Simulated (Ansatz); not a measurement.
CdAu$_{3}$:
```xyz
4
Lattice="4.1209 0.0000 0.0000 0.0000 4.1209 0.0000 0.0000 0.0000 4.1209" Properties=species:S:1:pos:R:3 pbc="T T T"
Au     0.0000     2.0605     2.0605
Au     2.0605     0.0000     2.0605
Cd     0.0000     0.0000     0.0000
Au     2.0605     2.0605     0.0000
```

Relaxed with PBEsol. Special points in fractions of this cell's reciprocal vectors: Γ (0.000, 0.000, 0.000); X (0.000, 0.500, 0.000); M (0.500, 0.500, 0.000); R (0.500, 0.500, 0.500).

Problem. List the band energies nearest the Fermi level at these points for DFT-PBEsol with spin–orbit coupling in the program Ansatz with PAW potentials.

Solution. In eV from the Fermi level; about four levels below and three above (degenerate sets whole), none deeper than 8.9 eV; points with the same levels are listed once.

| k | below | above |
|---|---|---|
| Γ | -0.05 -0.05 -0.05 -0.05 | 0.29 0.29 4.52 4.52 4.52 4.52 |
| X | -2.68 -2.68 -1.97 -1.97 | 3.88 3.88 4.09 4.09 |
| M | -0.76 -0.76 -0.69 -0.69 | 6.92 6.92 7.33 7.33 |
| R | -1.60 -1.60 -1.40 -1.40 | 1.61 1.61 2.00 2.00 2.00 2.00 |

Space group Pm-3m (Cu3Au type). The workflow started from an entry of the Crystallography Open Database (COD); the relaxed space group is not among those it files for this formula. COD files the formula under space group No. 123. Its standing as an ambient phase is unchecked. The cell was relaxed with PBEsol under the symmetry of its start; whether a distortion lowers the energy is not shown.

Potentials: the later of the program's two PAW sets.
